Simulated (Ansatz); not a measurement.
Rough cost of magnetic runs on Fe₃W (Pm-3m) in Ansatz 0.2.0, 2 threads of Intel(R) Xeon(R) Processor @ 2.50GHz (Skylake/Cascade Lake), on a shared host.

```xyz
4
Lattice="3.6336 0.0000 0.0000 0.0000 3.6336 0.0000 0.0000 0.0000 3.6336" Properties=species:S:1:pos:R:3 pbc="T T T"
Fe    0.0000    1.8168    1.8168
Fe    1.8168    0.0000    1.8168
Fe    1.8168    1.8168    0.0000
W     0.0000    0.0000    0.0000
```

| run | functional, mesh | k points solved | bands | iterations | wall time (s) | peak memory (GiB) |
| --- | --- | --- | --- | --- | --- | --- |
| PAW: field of 600 T on the spins | PBEsol, 8×8×8 | 35 | 39 | 18 | 16 | 0.43 |
| AE-PAW: total moment held at 0 μB | PBEsol, 8×8×8 | 35 | 48 | 15 | 87 | 1.2 |
| PAW: no spin polarisation | PBEsol, 8×8×8 | 35 | 38 | 8 | 7.1 | 0.39 |
| PAW: total moment held at 1.85 μB | PBEsol, 8×8×8 | 35 | 39 | 14 | 13 | 0.43 |
| PAW: total moment held at 2.57 μB | PBEsol, 8×8×8 | 35 | 39 | 14 | 11 | 0.43 |
| LAPW: free moments | PBEsol, 8×8×8 | 35 | 57 | 18 | 160 | 0.81 |
| AE-PAW: total moment held at 0.68 μB | PBEsol, 8×8×8 | 35 | 48 | 15 | 100 | 1.2 |
| PAW: free moments from the typed start | PBEsol, 8×8×8 | 35 | 44 | 17 | 26 | 0.43 |
| PAW: total moment held at 2.26 μB | PBEsol, 8×8×8 | 35 | 39 | 14 | 16 | 0.43 |

Roughly how much dearer is an iteration by LAPW than by PAW among the runs with the first row's mesh and spin treatment (collinear)?

About 10 times (medians of wall time over iterations; times from a shared host are rough).
